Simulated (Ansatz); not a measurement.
A geometry of TiAl away from equilibrium: step 15 of the relaxation of a generated cell, TiAl built in the AFLOW prototype AB_hP8_194_ad_f (B_i, as in TiAs). These are r2SCAN (plane waves to 500 eV, PAW, scalar-relativistic; Ansatz, a program for electronic structure) values and carry that method's errors. Γ-centred k-mesh 11×11×3 on the run's cell (coarser than for final values), Fermi–Dirac smearing 0.05 eV.

```
TiAl
1.0
    2.92457     0.00000     0.00000
   -1.46228     2.53275     0.00000
    0.00000     0.00000    17.65881
Ti Al
4 4
Direct
  0.33333   0.66667   0.12571
  0.66667   0.33333   0.62571
  0.66667   0.33333   0.87429
  0.33333   0.66667   0.37429
  0.00000   0.00000   0.00000
  0.00000   0.00000   0.50000
  0.33333   0.66667   0.75000
  0.66667   0.33333   0.25000
```

**Question.** Which atoms carry the largest force, and which way does it point?

**Answer.** 0.05 eV/Å, on Ti1, Ti2, Ti3, Ti4 (atoms numbered as listed); on Ti2 its components are (0.00, 0.00, 0.05).

**Question.** What is the pressure?

**Answer.** +2.9 GPa, compression positive.

No spin polarisation in the result.

The run could not lose the symmetry of its start, so the end can be a saddle point.

The end of the path is a generated cell of TiAl: the first start was made by placing the elements on the sites of a structure type, and the end was not matched to a known phase here, so it may be hypothetical. Known forms of TiAl include space group No. 123.
